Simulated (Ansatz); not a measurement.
LaRu$_{2}$:
```
CELL_PARAMETERS angstrom
      0.00000     3.83772     3.83772
      3.83772     0.00000     3.83772
      3.83772     3.83772     0.00000
ATOMIC_POSITIONS crystal
  Ru 0.12500 0.12500 0.12500
  Ru 0.62500 0.12500 0.12500
  Ru 0.12500 0.12500 0.62500
  Ru 0.12500 0.62500 0.12500
  La 0.50000 0.50000 0.50000
  La 0.75000 0.75000 0.75000
```

Relaxed with r²SCAN. Special points in fractions of this cell's reciprocal vectors: Γ (0.000, 0.000, 0.000); X (0.500, 0.000, 0.500); U (0.625, 0.250, 0.625); K (0.375, 0.375, 0.750); L (0.500, 0.500, 0.500); W (0.500, 0.250, 0.750).

**Question.** List the band energies nearest the Fermi level at these points for r²SCAN with spin–orbit coupling (plane waves, PAW; program Ansatz).

**Answer.** In eV from the Fermi level; about four levels below and three above (degenerate sets whole), none deeper than 8.9 eV; points with the same levels are listed once.

```tsv
k	below	above
Γ	-0.06 -0.06 -0.06 -0.06	0.12 0.12 0.14 0.14 0.14 0.14
X	-0.71 -0.71 -0.71 -0.71	0.09 0.09 0.09 0.09
U	-0.30 -0.30 -0.29 -0.29	0.42 0.42 0.82 0.82
L	-0.18 -0.18 -0.01 -0.01	0.42 0.42 0.56 0.56
W	-0.32 -0.32 -0.20 -0.20	0.68 0.68 0.70 0.70
```

Space group Fd-3m (cubic Laves (MgCu2 type)). The workflow started from an entry of the Crystallography Open Database (COD). Whether it is the stable phase at ambient conditions was not checked. The r²SCAN relaxation kept the symmetry of its start; whether a distortion lowers the energy is not shown. No spin polarisation was allowed.

Potentials: the later of the program's two PAW sets.
